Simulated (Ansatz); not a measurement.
A generator proposed this cell of ScAl2.

Only a and b repeat, and vacuum parts the sheet from its images along c.

```xyz
3
Lattice="4.3872 0.0000 0.0000 0.0000 4.3872 0.0000 0.0000 0.0000 17.0000" Properties=species:S:1:pos:R:3 pbc="T T F"
Sc    0.0000    0.0000    8.5000
Al    2.1936    2.1936    7.3121
Al    2.1936    2.1936    9.6879
```

Theory: DFT PBE, scalar-relativistic, plane waves, PAW (Ansatz). Cutoff 420 eV; k points 4×4×1 on the computed 3-atom cell (Γ-centred); Gaussian smearing, width 0.10 eV; no spin polarisation.

Formation energies are uncorrected and refer to the elements' standard structures at the same level.

Question: What does a single point on this coarse mesh give?

Answer: The largest force is 0.65 eV/Å, and the energy is +1.02 eV/atom against the elements. The shortest distance is 2.38 Å.

Question: How much does it gain on relaxing, and where does it end?

Answer: Relaxing gains about 0.79 eV/atom (the start's value is from the coarse mesh, so the gain is rough) in 17 ionic steps and ends at +0.24 eV/atom on the finer mesh. The symmetry stays p4/mmm (No. 61). The area per atom shrinks by 49.2 %, from 6.4 to 3.3 Å². The shortest distance goes from 2.38 Å (Al–Al) to 2.87 Å (Sc–Al). In-plane cell: a = 3.127 Å, b = 3.127 Å, γ = 90.0°, thickness 3.66 Å between the outermost nuclei. Sc at height 1.83 Å has 8 Al at 2.87 Å and 4 Sc at 3.13 Å; Al at height 0.00 Å has 4 Sc at 2.87 Å and 4 Al at 3.13 Å.

The last run used a 14×14×1 mesh for its 3-atom cell and Gaussian smearing of 0.10 eV. The relaxation can't lower the symmetry of the start. A structure relaxed within its symmetry needn't be a true minimum.
